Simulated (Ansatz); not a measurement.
# ZrGa$_{3}$ squeezed and stretched

A database entry relaxed whole under r2SCAN (I4/mmm):

```yaml
crystal:
  lattice:
    - [-1.94289, 1.94289, 4.55873]
    - [1.94289, -1.94289, 4.55873]
    - [1.94289, 1.94289, -4.55873]
  atoms:
    - { symbol: Zr, position: [0.00000, 0.00000, 0.00000] }
    - { symbol: Ga, position: [0.50000, 0.50000, 0.00000] }
    - { symbol: Ga, position: [0.75000, 0.25000, 0.50000] }
    - { symbol: Ga, position: [0.25000, 0.75000, 0.50000] }
```

The cell was scaled uniformly, its shape held, and the atoms relaxed at each volume with plane-wave PAW DFT (Ansatz 0.2.0; r2SCAN, 500 eV, 11×11×11 Γ-centred mesh, fermi-dirac occupations of width 0.100 eV; no spin, no spin-orbit coupling). One row is withheld.

```tsv
volume (Å³/atom)	energy over the lowest (meV/atom)	pressure (GPa)
16.176	23.3	7.73
16.520	9.9	4.87
16.864	2.3	2.30
17.208	0.0	0.00
17.553	2.4	-2.06
17.897	?	?
18.241	19.2	-5.56
```

Question: Fit the pressures of the other rows to the third-order Birch-Murnaghan form.

Answer: With f = [(V₀/V)^(2/3) − 1]/2 and P = 3B₀f(1 + 2f)^(5/2)[1 + 3(B₀′ − 4)f/2], least squares gives V₀ = 17.21 Å³ an atom, B₀ = 109 GPa and B₀′ = 4.5; the rows miss the fit by less than 0.01 GPa. The slope of the energies differs from these pressures by 0.05 GPa, since they are taken to zero smearing while pressures follow the free energy.

Question: What does the withheld row hold?

Answer: The fit gives -3.91 GPa at 17.897 Å³; the run gave -3.91 GPa and 8.9 meV an atom.

Caveats: the shape of the cell was held, so B₀ is an upper bound where the axes differ in stiffness; 0 K, fixed nuclei; the symmetry was kept, and this need not be the phase that is stable at 0 K; one mesh for all volumes; the relaxed cell lies far from the entry, by an error of the functional or of the entry; pressure is positive in compression.
